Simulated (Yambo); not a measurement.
CsVN$_{2}$ (space group Fd-3m, No. 227), G0W0@PBEsol in Yambo (2×2×2 mesh, plasmon pole; 7 Ry block, no terminator). The number N of bands in W and G is varied.

```csv
N,x = 1/N,gap L → Γ (eV),shift of the valence edge (eV)
84,0.01190,1.360,0.901
122,0.00820,1.401,0.667
167,0.00599,1.471,0.471
214,0.00467,?,?
```

**Question.** Basis-set arguments suggest E = E∞ + A x. Fix A and E∞ from the two rows above the withheld one, predict the row at 214 bands, and test the form.

**Answer.** Gap: A = (1.471 − (1.401))/(0.00599 − 0.00820) = -31.7, E∞ = 1.661 eV, so 1.513 eV is predicted; the run gave 1.465 eV (miss 48 meV). The first two rows have slope -11.1, so the form doesn't hold yet over the whole range. Shift: A = (0.471 − (0.667))/(0.00599 − 0.00820) = 88.7, E∞ = -0.060 eV, so 0.354 eV is predicted; the run gave 0.366 eV (miss 12 meV). The first two rows have slope 63.2, so the form doesn't hold yet over the whole range. The other settings are held fixed.

Geometry of the Materials Project entry, not relaxed at this level; primitive cell a = 5.9000 Å, b = 5.9000 Å, c = 5.9000 Å, α = 60.00°, β = 60.00°, γ = 60.00°.

The structure is a Materials Project entry; no match was found in the copy of COD used, and its stability was not checked.

The runs are not spin-polarised; magnetic order was not tried.

A shift is the quasiparticle energy of the state minus its PBEsol energy.
